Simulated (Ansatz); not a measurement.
All-electron LAPW in Ansatz 0.2.0 under PBE, scalar-relativistic, energies extrapolated to zero smearing. Slabs are 1×1 cells cut from bulk crystals relaxed on PAW files, with atoms then relaxed, 16 to 20 Å of vacuum, a dipole correction, k spacings of 0.16 to 0.26 Å⁻¹ and smearing of 0.02 to 0.1 eV, without spin–orbit coupling; Cr, Mn, Fe, Co, Ni, Eu and Gd start ferromagnetic, the others run without spin. The bulk type named needn't be the stable one, and no reconstruction is allowed.

```json
{"slab": "fcc Ni (111), 1 layer", "area (Å²)": "5.36", "γ (J/m²)": "1.92", "Φ (eV)": "5.36", "Δd12 (%)": "–"}
{"slab": "fcc Ni (100), 5 layers", "area (Å²)": "6.20", "γ (J/m²)": "2.26", "Φ (eV)": "?", "Δd12 (%)": "-3.6"}
{"slab": "fcc Ni (100), 7 layers", "area (Å²)": "6.20", "γ (J/m²)": "2.25", "Φ (eV)": "4.91", "Δd12 (%)": "-3.6"}
{"slab": "fcc Ni (100), 4 layers", "area (Å²)": "6.20", "γ (J/m²)": "2.25", "Φ (eV)": "?", "Δd12 (%)": "-3.7"}
```

Q: Fill in "Φ (eV)" for the row "fcc Ni (100), 4 layers".

A: 4.88.

Q: Give the missing entry: row "fcc Ni (100), 5 layers", column "Φ (eV)".

A: 4.90.
